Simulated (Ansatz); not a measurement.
**Several inputs for H₇N₂F**

Cell: a computed structure from the Materials Project (it need not be an observed phase), taken as it stands.

```cif
data_structure
_symmetry_space_group_name_H-M 'P 1'
_symmetry_Int_Tables_number 1
_cell_length_a 8.0484
_cell_length_b 5.6297
_cell_length_c 7.3677
_cell_angle_alpha 90.000
_cell_angle_beta 90.000
_cell_angle_gamma 90.000
_cell_volume 333.83
loop_
_atom_site_label
_atom_site_type_symbol
_atom_site_fract_x
_atom_site_fract_y
_atom_site_fract_z
_atom_site_occupancy
H1 H 0.72531 0.78850 0.02829 1
H2 H 0.27469 0.21150 0.52829 1
H3 H 0.77469 0.78850 0.52829 1
H4 H 0.22531 0.21150 0.02829 1
H5 H 0.74558 0.04598 0.14943 1
H6 H 0.25442 0.95402 0.64943 1
H7 H 0.75442 0.04598 0.64943 1
H8 H 0.24558 0.95402 0.14943 1
H9 H 0.63095 0.04440 0.95671 1
H10 H 0.36905 0.95560 0.45671 1
H11 H 0.86905 0.04440 0.45671 1
H12 H 0.13095 0.95560 0.95671 1
H13 H 0.55901 0.90101 0.14622 1
H14 H 0.44099 0.09899 0.64622 1
H15 H 0.94099 0.90101 0.64622 1
H16 H 0.05901 0.09899 0.14622 1
H17 H 0.62979 0.43277 0.56180 1
H18 H 0.37021 0.56723 0.06180 1
H19 H 0.87021 0.43277 0.06180 1
H20 H 0.12979 0.56723 0.56180 1
H21 H 0.73588 0.43151 0.37164 1
H22 H 0.26412 0.56849 0.87164 1
H23 H 0.76412 0.43151 0.87164 1
H24 H 0.23588 0.56849 0.37164 1
H25 H 0.56357 0.59186 0.38692 1
H26 H 0.43643 0.40814 0.88692 1
H27 H 0.93643 0.59186 0.88692 1
H28 H 0.06357 0.40814 0.38692 1
N29 N 0.66367 0.94661 0.07107 1
N30 N 0.33633 0.05339 0.57107 1
N31 N 0.83633 0.94661 0.57107 1
N32 N 0.16367 0.05339 0.07107 1
N33 N 0.66661 0.53648 0.45554 1
N34 N 0.33339 0.46352 0.95554 1
N35 N 0.83339 0.53648 0.95554 1
N36 N 0.16661 0.46352 0.45554 1
F37 F 0.60589 0.19695 0.76259 1
F38 F 0.39411 0.80305 0.26259 1
F39 F 0.89411 0.19695 0.26259 1
F40 F 0.10589 0.80305 0.76259 1
```

Sites (sets of like atoms) are named by element and the number of their first atom in this list.

Reference run. Computed with Ansatz: DFT, PBE, plane waves and PAW, scalar-relativistic, 420 eV cutoff, Γ-centred 3×4×3 k-points, Fermi–Dirac smearing 0.02 eV.

It gives V_zz (10²¹ V/m²) N33 -6.73 (η 0.00), H25 3.43 (η 0.11), F -0.64 (η 0.93), among others. Each of these runs changes the input as listed (caps on SCF iterations aside):

A. scf.occupations.width: 0.02 → not typed; scf.occupations.method: fermi_dirac → tetrahedron
B. basis.ecutrho_ratio: not typed → 1

Task: How does each run end, and how far do the gradients move?

Result: 

| run | N33 V_zz (η) | H25 V_zz (η) | F V_zz (η) | largest change of a gradient tensor, all atoms | note |
| --- | --- | --- | --- | --- | --- |
| A | -6.73 (0.00) | 3.43 (0.11) | -0.64 (0.93) | 0.00 | converged |
| B | -5.82 (0.02) | 3.41 (0.10) | 0.53 (0.82) | 0.91 | converged; cutoff below the recommended one; on F the largest value lies along another axis |

Run B moves them most, on N33 (V_zz from -6.73 to -5.82); against its own size the tensor moves most on F among sites above 0.3 (by 0.16, V_zz from -0.64 to 0.53). Run B holds a density cutoff far too low, so its numbers aren't properties of the crystal.

On the reference run: The largest force is 0.3 eV/Å, so the atoms aren't at the calculated equilibrium and relaxing them would move these values. The lattice is static: at room temperature ammonium and NH₃ may turn and average the couplings of their hydrogen.
